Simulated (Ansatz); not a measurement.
The start is a generated cell, Ru placed in the omega structure type. A full variable-cell relaxation at zero pressure is run with r2SCAN (plane waves to 500 eV, PAW, scalar-relativistic; Ansatz, a first-principles code). First-step values are on the input's coarse k-mesh.

Ansatz input (later rounds restart from its end on a renewed k-mesh):
Ansatz 0.2 input:
```yaml
crystal:
  lattice:
    - [4.2381041, 0, 0]
    - [-2.1190521, 3.6703058, 0]
    - [0, 0, 2.577684]
  atoms:
    - { symbol: Ru, position: [0, 0, 0] }
    - { symbol: Ru, position: [0.33333333, 0.66666667, 0.5] }
    - { symbol: Ru, position: [0.66666667, 0.33333333, 0.5] }
basis: { ecutwfc: 500, ecutrho_ratio: 4, xc_grid: 4, fft_grid_basis: typed }
kpoints: { mp_grid: { grid: [9, 9, 13] } }
hamiltonian:
  xc: r2scan
  dispersion: none
  pseudopotentials: { kind: paw }
scf: { occupations: { method: fermi_dirac, width: 0.05 } }
relax: { f_tol: 0.01, max_steps: 100, cell: { stress_tol: 0.02 } }
output: { forces: true, stress: true }
```

- Outcome = The space group stays P6/mmm (No. 191) (the run could not lower it), with 3 atoms in the primitive cell
- Energy released = 0.03 eV/atom
- Volume change = +3.4 %, from 13.37 to 13.82 Å³/atom
- Band gap at the end = zero (metallic)
- Optimiser moves = 9

It ends as:

Space group P6/mmm (No. 191); a = b = 4.2360 Å, c = 2.6685 Å, α = β = 90.00°, γ = 120.00°

| atom | site | symmetry | x | y | z |
|---|---|---|---|---|---|
| Ru | 1a | 6/mmm | 0.0000 | 0.0000 | 0.0000 |
| Ru | 2d | -6m2 | 0.3333 | 0.6667 | 0.5000 |

Final values are on a 13×13×17 k-mesh of the relaxed cell. No spin polarisation in the result.

The run could not lose the symmetry of its start: the end is stationary, and may be a saddle point rather than a minimum.

All atoms sit on sites fixed by symmetry, so only the cell could relax.

The relaxed structure here is a generated cell of Ru: the first start was made by placing the elements on the sites of a structure type, and the end was not matched to a known phase here, so it may be hypothetical. Known forms of Ru include space group No. 194.
